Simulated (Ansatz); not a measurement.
Computed properties of C

C:
```xyz
3
Lattice="2.6005 0.0000 0.0000 -1.3002 2.2521 0.0000 0.0000 0.0000 2.7996" Properties=species:S:1:pos:R:3 pbc="T T T"
C      1.3002     0.0000     0.0000
C     -0.6501     1.1260     1.8664
C      0.6501     1.1260     0.9332
```

Space group P6_222 (No. 180); conventional cell a = b = 2.600 Å, c = 2.800 Å, α = β = 90.00°, γ = 120.00°.

Method: the program Ansatz at the r²SCAN level (PAW). Geometry: relaxed at this level of theory. Other levels are named where they apply.

**Cell and energy**

| Property | Result |
|---|---|
| Volume per atom | 5.47 Å³ |
| Density | 3.65 g/cm³ |

**Electronic structure**

| Quantity | Value |
|---|---|
| Band gap | 2.24 eV (indirect) |
| Valence-band maximum | at A |
| Conduction-band minimum | at M (3 equivalent valleys) |
| Smallest direct gap on the standard path | 4.95 eV |
| Electron effective mass | 0.24, 0.35, 0.42 mₑ (principal values) |
| Hole effective mass | 0.43, 0.52, 0.52 mₑ (principal values) |
| HSE06 gap on the r²SCAN cell | 2.93 eV |

**Mechanics**

| Property | Result |
|---|---|
| Bulk modulus (Birch–Murnaghan fit) | 438 GPa |
| Pressure derivative B′ | 3.8 |
| Elastic constants (relaxed ions, GPa) | C11 = 1210, C12 = 83.1, C13 = 39.7, C33 = 1210, C44 = 541 |
| Mechanical stability | stable (all eigenvalues of C positive) |
| Hill bulk and shear moduli | 439 and 560 GPa |
| Young's modulus | 1180 GPa |
| Poisson's ratio | 0.05 |
| Debye temperature from the elastic constants | 2280 K |
| Piezoelectric stress constants (proper, relaxed ions, C/m²) | e14 = 0.14, e25 = -0.14 |

The start of the workflow was typed in or built on a structure type; neither database checked (COD, Materials Project) lists it. It is not the phase usual at ambient conditions (space group No. 194, 227). The cell was relaxed with r²SCAN under the symmetry of its start; whether a distortion lowers the energy is not shown.

Potentials: the earlier of the program's two PAW sets.
